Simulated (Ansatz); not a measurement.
Level: r2SCAN, no spin polarisation; 500 eV; 5×5×5 Γ-centred mesh; tetrahedron occupations; Ansatz 0.2.0, fixed geometry.

Computed maps in the lattice plane spanned by a (left to right, 5.94 Å, 18 points from zero) and b (bottom to top, 5.94 Å, 18 points from zero), 90° apart, at height 0.000 along c. The fields are smooth PAW ones with compensation charges, not the true ones near nuclei.

Valence density. Digits on a logarithmic scale: 0 up to 0.03 e/Å³, each further digit a factor of 1.6, 9 from 1.3 e/Å³ up:
```
999643210001234699
996543211011234569
665443322122334456
444444333333344444
333344444444444333
122334556765543322
011234579997543211
001234699999643210
000134799999743100
001234699999643210
011234579997543211
122334556765543322
333344444444444333
444444333333344444
665443322122334456
996543211011234569
999643210001234699
999643100000134699
```

ELF. Ten even steps from '0' (0.00) to '9' (0.99):
```
962121100000112126
421133210001233112
211344310001344311
123454322122345432
113444433333444431
012334432323443321
001123332123332110
000023220002232000
000013310001331000
000023220002232000
001123332123332110
012334432323443321
113444433333444431
123454322122345432
211344310001344311
421133210001233112
962121100000112126
994211000000011249
```

**Question.** The cell is CoCu₂SnTe₄. Which atoms lie within 0.2 Å of this plane, and where (fractions of a and b)?

**Answer.** Sn at (0.50, 0.50), Co at (0.00, 0.00). The whole cell:
```yaml
crystal:
  lattice:
    - [0.00000, 5.93770, 0.00000]
    - [5.93770, 0.00000, 0.00000]
    - [2.96885, 2.96885, -5.93649]
  atoms:
    - { symbol: Sn, position: [0.50000, 0.50000, 0.00000] }
    - { symbol: Co, position: [0.00000, 0.00000, 0.00000] }
    - { symbol: Te, position: [0.37530, 0.37530, 0.73360] }
    - { symbol: Te, position: [0.62470, 0.10890, 0.26640] }
    - { symbol: Te, position: [0.89110, 0.89110, 0.73360] }
    - { symbol: Te, position: [0.10890, 0.62470, 0.26640] }
    - { symbol: Cu, position: [0.75000, 0.25000, 0.50000] }
    - { symbol: Cu, position: [0.25000, 0.75000, 0.50000] }
```

Origin: a known structure type with other elements, at an estimated volume, so it need not be a known compound. Caveats: empty levels are not fully converged; no spin polarisation, so a magnetic state may lie lower; atoms or cell far from equilibrium.
